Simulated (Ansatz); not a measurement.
The start is a generated cell, Sn placed in the beta-Sn structure type. The structure is fully relaxed (lattice and positions, P = 0) with r2SCAN (plane waves to 500 eV, PAW, scalar-relativistic; Ansatz, a program for electronic structure). First-step values are on the input's coarse k-mesh.

Ansatz input (later rounds restart from its end on a renewed k-mesh):
Ansatz 0.2 input:
```yaml
crystal:
  lattice:
    - [-2.9159, 2.9159, 1.59095]
    - [2.9159, -2.9159, 1.59095]
    - [2.9159, 2.9159, -1.59095]
  atoms:
    - { symbol: Sn, position: [0.75, 0.25, 0.5] }
    - { symbol: Sn, position: [0, 0, 0] }
basis: { ecutwfc: 500, ecutrho_ratio: 4, xc_grid: 4, fft_grid_basis: typed }
kpoints: { mp_grid: { grid: [12, 12, 12] } }
hamiltonian:
  xc: r2scan
  dispersion: none
  pseudopotentials: { kind: paw }
scf: { occupations: { method: fermi_dirac, width: 0.05 } }
relax: { f_tol: 0.01, max_steps: 100, cell: { stress_tol: 0.02 } }
output: { forces: true, stress: true }
```

Problem. By how much does the energy per atom fall from start to end?

Solution. Under 0.01 eV/atom.

Problem. How does the volume change?

Solution. +1.9 %, from 27.05 to 27.58 Å³/atom.

Problem. What band gap does the relaxed structure have at this level?

Solution. Zero (metallic).

Problem. Give the final cell and atomic positions.

Solution. 
```cif
data_Sn4
_chemical_formula_sum 'Sn4'
_space_group_name_H-M_alt 'I41/amd :1'
_space_group_IT_number 141
_space_group_name_Hall 'I 4bw 2bw -1bw'
_cell_length_a 5.88622
_cell_length_b 5.88622
_cell_length_c 3.18373
_cell_angle_alpha 90.000
_cell_angle_beta 90.000
_cell_angle_gamma 90.000
loop_
_atom_site_label
_atom_site_type_symbol
_atom_site_symmetry_multiplicity
_atom_site_Wyckoff_symbol
_atom_site_fract_x
_atom_site_fract_y
_atom_site_fract_z
_atom_site_occupancy
Sn1 Sn 4 a 0.00000 0.00000 0.00000 1
```
(The calculation used a cell of 2 atoms; values per cell refer to that cell.)

The space group stays I4₁/amd (No. 141) (the run could not lower it); the end is AFLOW prototype A_tI4_141_a (A5, as in Sn), with 2 atoms in the primitive cell. Final values are on a 17×17×17 k-mesh of the relaxed cell. No spin polarisation in the result.

The run could not lose the symmetry of its start; a randomly shaken copy of 2 atoms returns to this structure.

All atoms sit on sites fixed by symmetry, so only the cell could relax.
